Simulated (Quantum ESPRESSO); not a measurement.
```cif
data_C4Ca2
_chemical_formula_sum 'C4 Ca2'
_space_group_name_H-M_alt 'P-1'
_space_group_IT_number 2
_space_group_name_Hall '-P 1'
_cell_length_a 3.85581
_cell_length_b 3.97246
_cell_length_c 7.26294
_cell_angle_alpha 81.469
_cell_angle_beta 86.767
_cell_angle_gamma 62.409
loop_
_atom_site_label
_atom_site_type_symbol
_atom_site_symmetry_multiplicity
_atom_site_Wyckoff_symbol
_atom_site_fract_x
_atom_site_fract_y
_atom_site_fract_z
_atom_site_occupancy
C1 C 2 i 0.13145 0.40051 0.06016 1
C2 C 2 i 0.55184 0.36559 0.56604 1
Ca1 Ca 2 i 0.77445 0.01940 0.24753 1
```

The geometry is that of Materials Project entry mp-642822, symmetrised and not relaxed again.

Q: What does norm-conserving PBEsol (Quantum ESPRESSO, 82 Ry, no spin-orbit coupling) give for the electronic structure near the Fermi level?

A: The PBEsol gap is 2.20 eV; at least one edge lies off the plotted path, at a point of the SCF mesh. The smallest direct gap is 2.84 eV.
